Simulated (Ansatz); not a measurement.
**What DFT gives for Al2BC2**

```xyz
5
Lattice="3.1591 0.0000 0.0000 -1.5796 2.7359 0.0000 0.0000 0.0000 5.4417" Properties=species:S:1:pos:R:3 pbc="T T T"
Al    0.0000    1.8239    2.0532
Al    1.5796    0.9120    3.3886
C     0.0000    1.8239    3.9975
C     1.5796    0.9120    1.4442
B     0.0000    0.0000    0.0000
```

The numbers come from plane-wave PAW DFT (Ansatz): r2SCAN, no spin polarisation, 500 eV, 12×12×6 Γ-centred k points, fermi-dirac occupations (width 0.1 eV). Nothing was relaxed.

Q: Is the cell too large or too small?

A: The pressure is 27.4 GPa (compression positive), so with the atoms held at these fractions the cell would first expand; the forces are large, so a full relaxation may end otherwise. The principal stresses 12.0, 35.1, 35.1 GPa differ, so its shape would change too.

Q: Where is the largest force?

A: The largest is on Al1 (and as large on other atoms): 5.89 eV/Å, components (0.00, 0.00, -5.89). It makes 72° with the line to a nearest neighbour, C4 at 1.92 Å.

Q: How is the charge shared?

A: Bader charges in e: Al +2.40, B +0.49, C -2.64. In the mean Al gives up most and C takes most.

Q: Is it stable against the elements?

A: 1.39 eV an atom against the elements' usual phases (free molecules for gases, crystals otherwise, with no correction for O₂ or N₂), so at this geometry it isn't bound against them. Relaxing would lower it.

Q: Metal or insulator?

A: It is a metal, with about 1 states/eV a cell as the mean within 0.25 eV of the Fermi level, mostly B s (39 %) and C p (32 %).

Origin: a known structure type with other elements, at an estimated volume, so it need not be a known compound. Caveats: atoms or cell far from equilibrium.
